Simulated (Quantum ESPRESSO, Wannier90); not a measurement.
Tight-binding from DFT: NbAs (I4₁md)

Materials Project entry mp-2059; symmetrised, unrelaxed at this level. COD (Crystallography Open Database) has an entry of this formula and space group (matched by these alone). Computed values, not measurements, from PBEsol: Quantum ESPRESSO (norm-conserving PseudoDojo potentials, cutoff 68 Ry, spinors with spin-orbit coupling) on a Γ-centred 4×4×4 mesh, then Wannier90. Density: 10×10×10 mesh, cold smearing 0.01 Ry.

On the energy scale of pw.x, whose zero is arbitrary, the Fermi level lies at 16.08 eV.

Input w.win:

```
num_bands = 4
num_wann = 4
exclude_bands = 1-24,29-116
spinors = true
num_iter = 800
conv_tol = 1.0e-6
conv_window = 4
write_hr = true
write_u_matrices = true
auto_projections = true
begin unit_cell_cart
ang
    0.0000000000   -3.4665400000    0.0000000000
    3.4665400000    0.0000000000    0.0000000000
   -1.7332700000    1.7332700000    5.9050300000
end unit_cell_cart
begin atoms_frac
Nb   0.4997200000  0.4997200000 -0.0005600000
Nb   0.2497200000 -0.2502800000  0.4994400000
As  -0.0827200000 -0.0827200000 -0.1654400000
As  -0.3327200000  0.1672800000  0.3345600000
end atoms_frac
mp_grid = 4 4 4
begin kpoints
0.0000000000 0.0000000000 0.0000000000
0.0000000000 0.0000000000 0.2500000000
0.0000000000 0.0000000000 0.5000000000
... (61 more lines: the 4x4x4 mesh through Gamma)
end kpoints
```

Input of pw2wannier90.x that gives the overlap and projection files (equivalent; here they were cut from one run over all bands):

```
&inputpp
  outdir = './out'
  prefix = 'pwscf'
  seedname = 'w'
  write_amn = .true.
  write_mmn = .true.
  scdm_proj = .true.
  scdm_entanglement = 'isolated'
/
```

Output w.wout (banner and timings cut):

```
                                    ------
                                    SYSTEM
                                    ------

                              Lattice Vectors (Ang)
                    a_1     0.000000  -3.466540   0.000000
                    a_2     3.466540   0.000000   0.000000
                    a_3    -1.733270   1.733270   5.905030

                   Unit Cell Volume:      70.96015  (Ang^3)

                        Reciprocal-Space Vectors (Ang^-1)
                    b_1     0.000000  -1.812524   0.532020
                    b_2     1.812524   0.000000   0.532020
                    b_3    -0.000000   0.000000   1.064040

 *----------------------------------------------------------------------------*
 |   Site       Fractional Coordinate          Cartesian Coordinate (Ang)     |
 +----------------------------------------------------------------------------+
 | nb   1   0.49972   0.49972  -0.00056   |    1.73327  -1.73327  -0.00331    |
 | nb   2   0.24972  -0.25028   0.49944   |   -1.73327   0.00000   2.94921    |
 | as   1  -0.08272  -0.08272  -0.16544   |    0.00000   0.00000  -0.97693    |
 | as   2  -0.33272   0.16728   0.33456   |    0.00000   1.73327   1.97559    |
 *----------------------------------------------------------------------------*
                                ------------
                                K-POINT GRID
                                ------------

             Grid size =  4 x  4 x  4      Total points =   64

 *---------------------------------- MAIN ------------------------------------*
 |  Number of Wannier Functions               :                 4             |
 |  Number of Objective Wannier Functions     :                 4             |
 |  Number of input Bloch states              :                 4             |
 |  Output verbosity (1=low, 5=high)          :                 1             |
 |  Timing Level (1=low, 5=high)              :                 1             |
 |  Optimisation (0=memory, 3=speed)          :                 3             |
 |  Length Unit                               :               Ang             |
 |  Post-processing setup (write *.nnkp)      :                 F             |
 |  Using Gamma-only branch of algorithms     :                 F             |
 *----------------------------------------------------------------------------*
 *------------------------------- WANNIERISE ---------------------------------*
 |  Total number of iterations                :               800             |
 |  Number of CG steps before reset           :                 5             |
 |  Trial step length for line search         :             2.000             |
 |  Convergence tolerence                     :         0.100E-05             |
 |  Convergence window                        :                 4             |
 |  Iterations between writing output         :                 1             |
 |  Iterations between backing up to disk     :               100             |
 |  Write r^2_nm to file                      :                 F             |
 |  Write xyz WF centres to file              :                 F             |
 |  Write on-site energies <0n|H|0n> to file  :                 F             |
 |  Use guiding centre to control phases      :                 F             |
 |  Use phases for initial projections        :                 F             |
 *----------------------------------------------------------------------------*
 *-------------------------------- PLOTTING ----------------------------------*
 |  Plotting Hamiltonian in WF basis          :                 T             |
 *----------------------------------------------------------------------------*

       ... (k-mesh section left out)

 Starting a new Wannier90 calculation ...

 Reading overlaps from w.mmn

 Reading projections from w.amn

 *------------------------------- WANNIERISE ---------------------------------*
 +--------------------------------------------------------------------+<-- CONV
 | Iter  Delta Spread     RMS Gradient      Spread (Ang^2)            |<-- CONV
 +--------------------------------------------------------------------+<-- CONV

 ------------------------------------------------------------------------------
 Initial State
  WF centre and spread    1  ( -1.733275,  0.000006,  2.949532 )     0.56874600
  WF centre and spread    2  (  1.733264,  1.733275, -0.002983 )     0.56874600
  WF centre and spread    3  (  0.000010, -1.733271, -2.955658 )     0.56830446
  WF centre and spread    4  ( -1.733269,  1.733260, -0.003143 )     0.56830446
  Sum of centres and spreads ( -1.733271,  1.733271, -0.012252 )     2.27410090

      0     0.227E+01     0.0000000000        2.2741009031  <-- CONV
        O_D=      0.0001271 O_OD=      0.0026543 O_TOT=      2.2741009 <-- SPRD
 ------------------------------------------------------------------------------
      1    -0.267E-02     0.0431714873        2.2714310524  <-- CONV
        O_D=      0.0000275 O_OD=      0.0000841 O_TOT=      2.2714311 <-- SPRD
      2    -0.740E-04     0.0129977496        2.2713570837  <-- CONV
        O_D=      0.0000061 O_OD=      0.0000316 O_TOT=      2.2713571 <-- SPRD
      3    -0.136E-04     0.0056526081        2.2713435045  <-- CONV
        O_D=      0.0000032 O_OD=      0.0000209 O_TOT=      2.2713435 <-- SPRD
      4    -0.232E-05     0.0020885442        2.2713411806  <-- CONV
        O_D=      0.0000025 O_OD=      0.0000192 O_TOT=      2.2713412 <-- SPRD
      5    -0.423E-06     0.0009585142        2.2713407575  <-- CONV
        O_D=      0.0000024 O_OD=      0.0000189 O_TOT=      2.2713408 <-- SPRD
      6    -0.173E-06     0.0004635496        2.2713405848  <-- CONV
        O_D=      0.0000024 O_OD=      0.0000187 O_TOT=      2.2713406 <-- SPRD
      7    -0.314E-07     0.0002997517        2.2713405535  <-- CONV
        O_D=      0.0000024 O_OD=      0.0000187 O_TOT=      2.2713406 <-- SPRD
      8    -0.657E-08     0.0001080164        2.2713405469  <-- CONV
        O_D=      0.0000024 O_OD=      0.0000187 O_TOT=      2.2713405 <-- SPRD
             <<<     Delta < 1.000E-06  over  4 iterations     >>>
             <<< Wannierisation convergence criteria satisfied >>>
 Final State
  WF centre and spread    1  ( -1.733270,  0.000000,  2.949452 )     0.56783515
  WF centre and spread    2  (  1.733270,  1.733270, -0.003063 )     0.56783515
  WF centre and spread    3  ( -0.000000, -1.733270, -2.955578 )     0.56783512
  WF centre and spread    4  ( -1.733270,  1.733270, -0.003063 )     0.56783512
  Sum of centres and spreads ( -1.733270,  1.733270, -0.012252 )     2.27134055

         Spreads (Ang^2)       Omega I      =     2.271319459
        ================       Omega D      =     0.000002384
                               Omega OD     =     0.000018704
    Final Spread (Ang^2)       Omega Total  =     2.271340547
```
